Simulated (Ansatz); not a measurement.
An ordered 4-atom cell of K2IF on the rocksalt lattice (R-3m), relaxed with r2SCAN, was run in Ansatz 0.2.0 under altered settings. All numbers are computed, without spin polarisation but where a row says otherwise.

```
F I K
1.0
     2.16868    1.25209    7.30610
    -2.16868    1.25209    7.30610
     0.00000   -2.50417    7.30610
F I K
1 1 2
Direct
  0.00000 0.00000 0.00000
  0.50000 0.50000 0.50000
  0.27250 0.27250 0.27250
  0.72750 0.72750 0.72750
```

The base run's other keys:
```yaml
kpoints:
  mp_grid: { grid: [4, 4, 4] }
hamiltonian:
  xc: hse06
scf:
  occupations: { method: fixed }
  n_extra_bands: 5
```

It takes 13 iterations with 2341 plane waves at 420 eV and 13 k points, and leaves a mean stress of +0.46 GPa. The gap over this mesh is 4.126 eV. It ran on 4 threads of Arm Neoverse N1, on a shared host.

Outcomes, with energy and stress as changes against the base:
```
                                    setting    outcome  ΔF (meV/atom)  Δ mean stress (GPa)  gap on the mesh (eV)  iterations  wall time
      PBE hybrid, exx coeff 0.5, unscreened  converged              –                 -0.5                 6.638          17       54 s
PBE hybrid, exx coeff 1.0, omega 0.2078 1/Å  converged              –                 -1.2                 7.423          22       65 s
                         basis.ecutwfc: 750    cut off              –                    –                     –          14    2.7 min
```
A dash marks a value that wasn't obtained or can't be compared. «Cut off» means the job's short time limit, which needn't be the setting's fault. Stress is positive in compression. The base took 46 s.

- PBE hybrid, exx coeff 0.5, unscreened. That is 50 % exact exchange, at all ranges, against HSE06's 25 % screened at 0.208 1/Å. The mean stress moves by -0.5 GPa and the gap on the mesh by +2.512 eV (to 6.638). Totals of different functionals aren't comparable.
- PBE hybrid, exx coeff 1.0, omega 0.2078 1/Å. That is 100 % exact exchange, screened with ω = 0.2078 1/Å, against HSE06's 25 % screened at 0.208 1/Å. The mean stress moves by -1.2 GPa and the gap on the mesh by +3.298 eV (to 7.423). Totals of different functionals aren't comparable.
- basis.ecutwfc: 750. It was cut off at its time limit, after 14 iterations (the base needs 13).

No spin-orbit coupling is included; it can move band edges with weight on the heavy atoms by tenths of an eV.

The stress of a hybrid is loosely converged in these runs.
